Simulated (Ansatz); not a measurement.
A: Co (hcp, Mg type), a = 2.4573 Å, b = 2.4573 Å, c = 3.9686 Å, α = 90.00°, β = 90.00°, γ = 120.00°
B: WC (WC type, space group P-6m2), a = 2.8985 Å, b = 2.8985 Å, c = 2.8277 Å, α = 90.00°, β = 90.00°, γ = 120.00°
C: MgTe (wurtzite), a = 4.5603 Å, b = 4.5603 Å, c = 7.4135 Å, α = 90.00°, β = 90.00°, γ = 120.00°
D: NbSi$_{2}$ (CrSi2 type, space group P6_222), a = 4.767 Å, b = 4.767 Å, c = 6.576 Å, α = 90.00°, β = 90.00°, γ = 120.00°

Scan: energy against volume (even scaling of the relaxed cell, symmetry kept). One method and one kind of scan serve all of them; meshes and ranges differ. All were relaxed with their symmetry unable to fall. NbSi2 is run without spin polarisation. Relaxed Co ends ferromagnetic. Spin-orbit coupling is left out. WC is run without spin polarisation. The magnetic order is the one the run started from; other orders were not tried. (This holds for the magnetic or f-shell members.)

### Question
Order them by bulk modulus at fixed cell shape (fitted) (highest first) at the level PBEsol (plane waves to 420 eV, PAW, scalar-relativistic; Ansatz, an electronic-structure program).

### Answer
B (410 GPa), A (245 GPa), D (188 GPa), C (36.1 GPa)

(A scan under strain: stresses follow from slopes of the energy per volume, elastic moduli from its curvatures.)
